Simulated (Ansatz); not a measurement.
WSi2 (MoSi2 type, space group I4/mmm)

```
WSi2
1.0
   -1.60128     1.60128     3.90784
    1.60128    -1.60128     3.90784
    1.60128     1.60128    -3.90784
W Si
1 2
Direct
  0.00000   0.00000   0.00000
  0.33453   0.33453   0.00000
  0.66547   0.66547   0.00000
```

This relaxed cell (volume V₀) is scaled evenly in all directions, its shape held. The atoms relax within the cell's symmetry.

These are PBEsol (plane waves to 420 eV, PAW, scalar-relativistic; Ansatz, a first-principles code) values and carry that method's errors. k mesh 21×21×21 (Γ-centred), Fermi-Dirac smearing 0.05 eV. Energies are smeared free energies. Stress and pressure are positive under compression. With the shape held, the modulus is that of even scaling; a crystal free to change shape is softer. Spin-orbit coupling is left out, though W is heavy. WSi2 is run without spin polarisation. WSi2 was relaxed with its symmetry unable to fall. The zero of ΔE is the relaxed starting cell. The last digit holds for this mesh only.

```csv
V (Å³/atom),ΔE (meV/atom)
12.559,39.1
12.759,21.4
12.959,9.2
13.160,2.2
13.360,0.0
13.561,2.1
13.761,8.3
13.961,18.1
14.162,withheld
```

Fit a third-order Birch-Murnaghan form (E₀, V₀, B₀, B₀′ free) to the given rows and predict ΔE at V = 14.162.

Least squares on the 8 given rows: ΔE = E₀ + (9V₀B₀/16)·y²·[2 + (B₀′ − 4)y], y = (V₀/V)^(2/3) − 1, with V₀ = 13.360 Å³/atom, B₀ = 233.0 GPa (160.2 GPa = 1 eV/Å³; the term in eV is multiplied by 1000), B₀′ = 4.58, E₀ = -0.02 meV/atom; root-mean-square residual 0.03 meV/atom. At 14.162 the fit gives 31.4 meV/atom; the calculation gives 31.4 meV/atom, the same to the digits shown. For the pressure the fit gives -11.9 GPa against the computed -11.9 GPa.

(Under strain, the slope of the energy per volume gives the stress and its curvature an elastic modulus.)
